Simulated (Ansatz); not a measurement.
## Contact densities of Y$_{2}$C against volume

```xyz
3
Lattice="1.8124 1.0464 5.9880 -1.8124 1.0464 5.9880 0.0000 -2.0928 5.9880" Properties=species:S:1:pos:R:3 pbc="T T T"
Y     0.0000    0.0000    4.6335
Y     0.0000    0.0000   13.3305
C     0.0000    0.0000    0.0000
```

Atom numbers follow the list: Y1, Y2, C3.

The conventional cell has a = 3.625 Å, b = 3.625 Å, c = 17.964 Å, α = 90.00°, β = 90.00°, γ = 120.00°. Around Y (atom 1) lie 3 C at 2.49 Å. C (atom 3) has 6 Y at 2.49 Å as nearest neighbours.

The geometry is COD entry 1531888, unchecked; take it as a test cell.

Method: DFT, PBEsol, all-electron PAW with datasets made for the crystal, scalar-relativistic (Ansatz 0.2.0).

The runs use a Γ-centred 11×11×11 k mesh, Fermi–Dirac smearing of 0.05 eV, cutoff 220 eV (chosen by the program for this cell), no spin polarisation.

The contact density is the mean electron density over the nuclear volume; its changes follow the s electrons' response to bonding and compression. Changes below are taken from the unscaled cell, where it is 443221 e/Å³ at Y1, 862.87 e/Å³ at C3.

Volumes at which the program chose other datasets or cutoffs are left out.

```
V/V(cell)  P (GPa)  Δρ(0) Y1 (e/Å³)  Δρ(0) C3 (e/Å³)
   1.0000     -2.9             0.00             0.00
   1.0200     -4.3                ?             0.02
   1.0600     -6.9                ?                ?
```

Task: What belongs in the row "1.0600", column "Δρ(0) Y1 (e/Å³)"?

Result: -1.02.

Task: What belongs in the row "1.0200", column "Δρ(0) Y1 (e/Å³)"?

Result: -0.37.

Task: What belongs in the row "1.0600", column "Δρ(0) C3 (e/Å³)"?

Result: 0.07.

The datasets are made afresh for each cell, so very small changes are uncertain.
